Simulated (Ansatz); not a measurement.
ZrO₂:
```
ZrO2
1.0
    3.62098     0.00000     0.00000
    0.00000     3.62098     0.00000
    0.00000     0.00000     5.28284
Zr O
2 4
Direct
  0.00000   0.00000   0.00000
  0.50000   0.50000   0.50000
  0.00000   0.50000   0.30717
  0.00000   0.50000   0.80717
  0.50000   0.00000   0.19283
  0.50000   0.00000   0.69283
```

Relaxed with PBE.

Give the Bader charges and basin volumes of the independent atoms, PBE (plane waves, PAW; program Ansatz).



| atom | Bader charge (e) | Bader volume (Å³) |
|---|---|---|
| Zr1 | +2.61 | 10.2 |
| O3 | -1.30 | 12.2 |

Space group P4_2/nmc. This is a known high-temperature phase of the composition, computed here at zero pressure and temperature. The PBE relaxation kept the symmetry of its start; its stability against distortions is not shown here. The run is not spin-polarised.

Potentials: the later of the program's two PAW sets.
